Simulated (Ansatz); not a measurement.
CaCdF₄ on the sites of the fluorite structure (relaxed group P4/mmm), relaxed with r2SCAN in Ansatz: it is tetragonal, P4/mmm (No. 123); conventional cell a = 3.829 Å, c = 5.415 Å, 13.23 Å³ an atom. Around Cd lie 8 F at 2.34 Å; around F lie 2 Cd at 2.34 Å and 2 Ca at 2.35 Å; around Ca lie 8 F at 2.35 Å. The primitive cell holds 6 atoms in 79.38 Å³. No spin polarisation. The prototype was imposed, so other structures may be more stable.

Computed values: HSE06 (4×4×4) gives a least gap of 6.38 eV and a least direct gap of 6.60 eV. PBEsol's static dielectric constant, on its own cell and averaged over directions, is 8.6.

Problem. What is the density?

Solution. The cell holds 1 Cd, 4 F, 1 Ca: M = 1×112.414 + 4×18.998 + 1×40.078 = 228.48 u in V = 79.38 Å³. ρ = 1.66054 × M/V = 1.66054 × 228.48/79.38 = 4.780 g/cm³, for the static r2SCAN lattice.

Problem. At what wavelength does absorption set in by HSE06, excitons left aside?

Solution. λ = 1239.84 eV nm/E: 194 nm for the least gap, where it needs phonons and is weak, and 188 nm for direct transitions. That lies in the ultraviolet, so by this gap the crystal is transparent to visible light.

Problem. As a gate dielectric 5 nm thick, what equivalent oxide thickness and capacitance would it have, with 3.9 for amorphous SiO₂?

Solution. EOT = t × 3.9/κ = 5 × 3.9/8.6 = 2.27 nm; C/A = ε₀κ/t = 8.854 × 8.6/5 = 15.2 fF/µm². This takes the ideal crystal's mean κ, without interface layers.

The runs are scalar-relativistic, without spin-orbit coupling.

The meshes of the hybrids are coarse, so their gaps aren't converged to the digits shown.

For a response run the program warns that the ground state's bands aren't all converged, so ε∞ carries an extra error.
